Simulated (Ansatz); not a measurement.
# Two-dimensional strain map in Ca

Theory: DFT PBEsol, scalar-relativistic, plane waves, PAW (Ansatz). The runs took a 420 eV cutoff, a Γ-centred 12×12×8 mesh and Gaussian smearing (0.15 eV). No spin polarisation. Energies are free energies at this smearing, counted from the undisturbed cell; pressure is positive in compression.

Zero of the scan (as given, not relaxed at this level; it stands at -1.4 GPa; this form isn't the usual structure):

```
Ca
1.0
     3.98000    0.00000    0.00000
    -1.99000    3.44678    0.00000
     0.00000    0.00000    6.52000
Ca
2
Cartesian
  0.0000 2.2979 1.6300
  1.9900 1.1489 4.8900
```

The cell is strained by p along both x and y and by q along z, fractional coordinates fixed. Points are written (p, q).

Energy above the undisturbed cell in meV/atom (a dash: not computed):

```
 p \ q  -0.030  -0.015  0.000  0.015  0.030
-0.030   -18.6       ?  -14.5   -9.1   -1.6
-0.015   -15.5   -13.7   -9.7   -3.6      ?
 0.000    -7.5    -4.8    0.0    6.9   15.6
 0.015     4.9       ?   14.1   21.7   31.1
 0.030    21.1    25.7      ?   40.4   50.5
```

Problem. Fill in the withheld energies.

Solution. (-0.030, -0.015): -17.8; (-0.015, 0.030): 4.5; (0.015, -0.015): 8.5; (0.030, 0.000): 32.1.